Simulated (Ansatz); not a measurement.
Ti:
```cif
data_Ti2
_chemical_formula_sum 'Ti2'
_space_group_name_H-M_alt 'P 1'
_space_group_IT_number 1
_cell_length_a 2.86497
_cell_length_b 2.86497
_cell_length_c 4.53063
_cell_angle_alpha 90.000
_cell_angle_beta 90.000
_cell_angle_gamma 120.000
loop_
_space_group_symop_operation_xyz
  'x, y, z'
loop_
_atom_site_label
_atom_site_type_symbol
_atom_site_fract_x
_atom_site_fract_y
_atom_site_fract_z
_atom_site_occupancy
Ti1 Ti 0.33333 0.66667 0.75000 1
Ti2 Ti 0.66667 0.33333 0.25000 1
```

Relaxed with LDA.

Q: Which orbitals make up the states near the Fermi level in plane-wave PAW LDA (Ansatz code)?

A: Within 0.5 eV of the Fermi level: Ti 3d 91 %. Projections are on Löwdin-orthogonalised atomic valence shells; empty p or d shells of many metals are not among them.

Q: Tabulate the density of states.

A: States/eV per cell of 2 atoms, in 0.25 eV bins, energy from the Fermi level.

```tsv
E (eV)	total	Ti 3d	Ti 4s	Ti 3p
-6.45	0.00	0.00	0.00	0.00
-6.20	0.03	0.00	0.03	0.00
-5.95	0.09	0.00	0.07	0.00
-5.70	0.13	0.00	0.10	0.00
-5.45	0.16	0.00	0.13	0.00
-5.20	0.19	0.00	0.16	0.00
-4.95	0.23	0.01	0.18	0.01
-4.70	0.26	0.01	0.21	0.01
-4.45	0.30	0.02	0.24	0.01
-4.20	0.35	0.03	0.28	0.01
-3.95	0.40	0.05	0.31	0.01
-3.70	0.47	0.08	0.35	0.01
-3.45	0.57	0.13	0.40	0.02
-3.20	0.74	0.24	0.46	0.02
-2.95	1.33	0.71	0.57	0.02
-2.70	1.86	1.22	0.59	0.02
-2.45	1.96	1.41	0.51	0.02
-2.20	2.38	1.90	0.42	0.02
-1.95	2.99	2.61	0.31	0.03
-1.70	2.22	1.95	0.19	0.02
-1.45	2.01	1.81	0.12	0.02
-1.20	2.44	2.21	0.12	0.02
-0.95	3.06	2.75	0.14	0.02
-0.70	3.88	3.42	0.21	0.03
-0.45	2.01	1.81	0.09	0.01
-0.20	1.37	1.24	0.05	0.01
0.05	2.47	2.25	0.08	0.01
0.30	4.05	3.73	0.15	0.02
0.55	3.72	3.39	0.14	0.01
0.80	4.30	3.88	0.18	0.02
1.05	4.86	4.39	0.20	0.01
1.30	3.64	3.28	0.13	0.01
1.55	2.60	2.39	0.06	0.01
1.80	2.03	1.90	0.03	0.00
2.05	1.89	1.84	0.02	0.00
2.30	1.92	1.87	0.02	0.00
2.55	2.00	1.95	0.02	0.00
2.80	2.18	2.13	0.03	0.00
3.05	2.74	2.66	0.06	0.00
```

Space group P6_3/mmc (hcp (Mg type)). The LDA relaxation kept the symmetry of its start. No spin polarisation was allowed.

Potentials: the later of the program's two PAW sets.
